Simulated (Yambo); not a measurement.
Material: MgTe (wurtzite, space group P6_3mc, No. 186); a = b = 4.563 Å, c = 7.404 Å, α = β = 90.00°, γ = 120.00° (4 atoms in the cell). Cell and atoms were relaxed with PBEsol from Materials Project entry mp-1039, within its symmetry.

With PBE (stringent potentials; pw.x of Quantum ESPRESSO, ONCV potentials, no spin-orbit coupling), the gap between the mesh's edge points (Γ → Γ) is 2.498 eV.

Problem. By how much does one-shot G0W0 (Yambo; 3×3×2 Γ-centred k mesh, bands 17 to 450 and a 12 Ry block in the screening, 450 bands in G with the Bruneval-Gonze terminator, plasmon pole fitted at 27.2 eV) open this gap, and what gap results?

Solution. The correction is 1.316 eV, giving 3.814 eV, 1.5 times the PBE value.  Nearest settings tried, and what they do to the gap: 242 bands in G: -2 meV; 242 bands in W, 242 bands in G: -44 meV; 7 Ry block (299 vectors against 627): -34 meV. Not varied: mesh. So the settings aren't converged at that level. The k mesh is coarse. Without spin-orbit coupling, band edges of such heavy elements can be off by tenths of an eV.
